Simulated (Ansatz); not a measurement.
Level: PBE, no spin polarisation; 420 eV; 7×7×4 Γ-centred mesh; fermi-dirac occupations (width 0.1128 eV); Ansatz 0.2.0, fixed geometry.

Computed maps in the lattice plane spanned by a (left to right, 6.00 Å, 18 points from zero) and b (bottom to top, 6.00 Å, 18 points from zero), 120° apart, at height 0.250 along c. The fields are smooth PAW ones with compensation charges, not the true ones near nuclei.

Valence density. Digits on a logarithmic scale: 0 up to 0.03 e/Å³, each further digit a factor of 1.6, 9 from 1.3 e/Å³ up:
```
445555432234555544
554433211123344555
654321111112345677
753211111112357999
753111111113579999
642111111124699999
531111111135799997
321111111235799975
321111112345677654
332111233445555544
543223455554444555
653335677654445677
754457999754457999
754579999754579999
655699999655699999
545799997545799997
445799975445799975
445677653335677654
```

ELF. Ten even steps from '0' (0.02) to '9' (0.69):
```
346788631136887643
665543100013455666
875310000001357888
984100000001489878
983000000003897337
961000000016983838
830000000038973379
510000000159987899
310000001369999996
531000135667787766
863113689975445799
984348999974247999
985589878984489878
975797337975797337
866883838977983838
646873379969973378
336887899669987886
236899985358999863
```

Question: The cell is As2Cl. Which atoms lie within 0.2 Å of this plane, and where (fractions of a and b)?

Answer: As at (0.83, 0.67), As at (0.33, 0.17), As at (0.83, 0.17). The whole cell:
```xyz
12
Lattice="5.9972 0.0000 0.0000 -2.9986 5.1937 0.0000 0.0000 0.0000 9.7339" Properties=species:S:1:pos:R:3 pbc="T T T"
As    2.9986    3.4590    2.4335
As   -1.4963    4.3264    7.3005
As    1.5023    0.8674    2.4335
As    0.0000    1.7347    7.3005
As    4.4949    0.8674    2.4335
As    1.4963    4.3264    7.3005
As    0.0000    0.0000    0.0000
As    0.0000    0.0000    4.8670
Cl   -0.0003    3.4627    0.6084
Cl    2.9983    1.7311    5.4753
Cl   -0.0003    3.4627    4.2586
Cl    2.9986    1.7316    9.1256
```

Origin: a known structure type with other elements, at an estimated volume, so it need not be a known compound. Caveats: many states at the Fermi level without spin polarisation, so a magnetic state may lie lower.
